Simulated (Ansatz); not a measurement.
AlN (zinc blende, F-43m), a = b = c = 4.3422 Å, α = β = γ = 90.00°; the cell used has 2 atoms.

Relaxed with LDA.

Problem. Decompose the optical modes at the zone centre into irreducible representations, and say which are infrared and Raman allowed.

Solution. Point group -43m: Γ_opt = T2. Infrared: T2. Raman: T2.

Problem. Assign frequencies (DFPT, LDA (plane waves, PAW; program Ansatz); without the LO–TO term).

Solution. T2 665 cm⁻¹.

Symmetry was held in the LDA relaxation.

Potentials: the earlier of the program's two PAW sets. The files were generated under PBE; for other functionals the program regenerates the frozen cores, and for LDA and PBEsol the local potential too.
